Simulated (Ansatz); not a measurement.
NbAl3:
```
CELL_PARAMETERS angstrom
     -1.91183     1.91183     4.28423
      1.91183    -1.91183     4.28423
      1.91183     1.91183    -4.28423
ATOMIC_POSITIONS crystal
  Al 0.50000 0.50000 0.00000
  Al 0.75000 0.25000 0.50000
  Al 0.25000 0.75000 0.50000
  Nb 0.00000 0.00000 0.00000
```

Relaxed with PBEsol. Special points in fractions of this cell's reciprocal vectors: Γ (0.000, 0.000, 0.000); X (0.000, 0.000, 0.500); P (0.250, 0.250, 0.250); N (0.000, 0.500, 0.000); M (0.500, 0.500, -0.500); S (0.300, 0.700, -0.300); S0 (-0.300, 0.300, 0.300); R (-0.100, 0.100, 0.500); G (0.500, 0.500, -0.100).

List the band energies nearest the Fermi level at these points for the program Ansatz at the PBEsol with spin–orbit coupling level (PAW).

In eV from the Fermi level; about four levels below and three above (degenerate sets whole), none deeper than 8.9 eV; points with the same levels are listed once.

```json
[
 {"k": "Γ", "below": "-2.05 -2.05 -2.04 -2.04", "above": "0.11 0.11 1.63 1.63"},
 {"k": "X", "below": "-2.60 -2.60 -2.02 -2.02", "above": "1.65 1.65 1.80 1.80"},
 {"k": "P", "below": "-2.30 -2.30 -1.46 -1.46", "above": "0.59 0.59 1.65 1.65"},
 {"k": "N", "below": "-1.23 -1.23 -0.29 -0.29", "above": "1.60 1.60 1.89 1.89"},
 {"k": "M", "below": "-0.07 -0.07 -0.03 -0.03", "above": "0.28 0.28 3.10 3.10"},
 {"k": "S", "below": "-1.25 -1.25 -0.19 -0.19", "above": "1.24 1.24 2.08 2.08"},
 {"k": "R", "below": "-2.06 -2.06 -1.88 -1.88", "above": "1.35 1.35 1.84 1.84"}
]
```

Space group I4/mmm. The workflow started from a Materials Project entry (that database holds measured and hypothetical structures alike); the Crystallography Open Database copy checked does not list it. With Al and Nb taken as one species the cell has the higher symmetry I4/mmm, so it may be an ordered model of a mixed-site phase. Whether it is the stable phase at ambient conditions was not checked. The PBEsol relaxation kept the symmetry of its start; of distortions, only those at the zone centre were tested. The run is not spin-polarised.

Potentials: the later of the program's two PAW sets.
